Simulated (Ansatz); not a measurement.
# Data sheet: SiGe (DFT)

SiGe:
```xyz
8
Lattice="3.9250 0.0000 0.0000 0.0000 3.9224 0.0000 0.0000 0.0000 11.0821" Properties=species:S:1:pos:R:3 pbc="T T T"
Si     0.9813     0.0000     3.5431
Si     0.9813     1.9612     4.8733
Si     2.9438     1.9612     6.2088
Si     2.9438     0.0000     7.5390
Ge     0.9813     0.0000     8.9205
Ge     0.9813     1.9612    10.3642
Ge     2.9438     1.9612     0.7180
Ge     2.9438     0.0000     2.1616
```

Space group Pmma (No. 51); conventional cell a = 3.9250 Å, b = 3.9224 Å, c = 11.0821 Å, α = 90.00°, β = 90.00°, γ = 90.00°.

Method: DFT-PBEsol in the program Ansatz with PAW potentials. Structure relaxed to zero pressure with the same functional. Other levels are named where they apply.

**Cell and energy**

```
Quantity                                                            Result
-----------------------------------------------------  -------------------
Volume per atom                                                   21.33 Å³
Density                                                         3.92 g/cm³
Formation energy from the elements (no fitted shifts)  1.3 kJ/mol of atoms
```

**Electronic structure**

```
Quantity                                                                                          Value
--------------------------------------------------------------  ---------------------------------------
Band gap                                                                             0.25 eV (indirect)
Valence-band maximum                                                                               at Γ
Conduction-band minimum                                                  at Z (k = 0.000, 0.000, 0.500)
Smallest direct gap on the standard path                                                        0.33 eV
Electron effective mass                                           0.14, 0.27, 4.1 mₑ (principal values)
Electron effective mass with spin–orbit coupling                  0.14, 0.27, 4.1 mₑ (principal values)
Weight of the conduction-edge state by species (Voronoi cells)                         Si 78 %, Ge 22 %
Hole effective mass                                              0.061, 0.24, 2.1 mₑ (principal values)
Hole effective mass with spin–orbit coupling                    0.081, 0.21, 0.21 mₑ (principal values)
Weight of the valence-edge state by species (Voronoi cells)                            Ge 61 %, Si 39 %
HSE06 gap on the PBEsol cell                                                                    0.90 eV
Gap with spin–orbit coupling                                                                    0.20 eV
```

**Mechanics**

```
Property                                                                                                                                        Value
--------------------------------------------  -------------------------------------------------------------------------------------------------------
Bulk modulus (Birch–Murnaghan fit)                                                                                                           80.9 GPa
Pressure derivative B′                                                                                                                            4.5
Elastic constants (relaxed ions, GPa)         C11 = 164, C22 = 164, C33 = 136, C12 = 26.9, C13 = 53.0, C23 = 52.9, C44 = 67.6, C55 = 67.5, C66 = 41.9
Mechanical stability                                                                                           stable (all eigenvalues of C positive)
Hill bulk and shear moduli                                                                                                          81.1 and 56.0 GPa
Young's modulus                                                                                                                               137 GPa
Poisson's ratio                                                                                                                                  0.22
Debye temperature from the elastic constants                                                                                                    449 K
```

**Phonons**

```
Property                                                             Value
--------------------------------------------------  ----------------------
Highest zone-centre frequency (without LO–TO term)                480 cm⁻¹
Zone-centre stability                               no imaginary mode at Γ
```

The start of the workflow was typed in or built on a structure type; neither database checked (COD, Materials Project) lists it. Whether it is the stable phase at ambient conditions was not checked. The cell was relaxed with PBEsol under the symmetry of its start. The references are the lowest solids computed at this level, not always the standard phases. Spin–orbit coupling is left out wherever it is not named.

Potentials: the later of the program's two PAW sets.
